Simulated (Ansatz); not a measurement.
BaPb in space group Cmcm (No. 63; Ba on 4c, Pb on 4c), PBE in the plane-wave PAW code Ansatz, all energies at zero smearing, with the estimated change up to a 700 eV cutoff added, with one set of potentials and settings (totals compare only within such a set). Cell of 4 atoms (2 Ba, 2 Pb): -35714.320 eV.

| element | reference phase | E (eV/atom) |
|---|---|---|
| Ba | Im-3m, 1 atoms in the cell | -5949.5401 |
| Pb | Fm-3m, 1 atoms in the cell | -11906.4191 |

Formation energy per atom, worked out: (-35714.320 − 2×(-5949.5401) − 2×(-11906.4191))/4 = -0.601 eV/atom (-58 kJ per mol of atoms), at 0 K, without zero-point energy or fitted corrections.

The workflow started from a Materials Project entry (that database holds measured and hypothetical structures alike); the Crystallography Open Database copy checked does not list it. Its standing as an ambient phase is unchecked. The cell was relaxed with PBE under the symmetry of its start; of distortions, only those at the zone centre were tested. The references are the lowest solids computed at this level, not always the standard phases. Scalar-relativistic: spin–orbit coupling is off unless named, which matters more the heavier the elements.

Potentials: the later of the program's two PAW sets.
